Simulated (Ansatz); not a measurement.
SiSnO3:
```
SiSnO3
1.0
    3.46524     0.00000     0.00000
    0.00000     3.46524     0.00000
    0.00000     0.00000     4.73609
Si Sn O
1 1 3
Direct
  0.50000   0.50000   0.49121
  0.00000   0.00000   0.02104
  0.50000   0.50000   0.83222
  0.50000   0.00000   0.38077
  0.00000   0.50000   0.38077
```

DFT-r²SCAN in the program Ansatz with PAW potentials gives a gap of 1.32 eV without spin–orbit coupling, maximum at X, minimum at Γ.

**Question.** What happens when spin–orbit coupling is switched on?

**Answer.** The gap stays essentially unchanged, to 1.32 eV; maximum at X, minimum at Γ.

**Question.** Give the electron effective mass with spin–orbit coupling.

**Answer.** 0.39, 0.39, 0.87 mₑ (principal values).

Space group P4mm. The cell is a constructed one: a structure type filled with these elements; neither database checked (COD, Materials Project) lists it. Whether it is the stable phase at ambient conditions was not checked. The cell was relaxed with r²SCAN under the symmetry of its start; its stability against distortions is not shown here.

Potentials: the earlier of the program's two PAW sets.
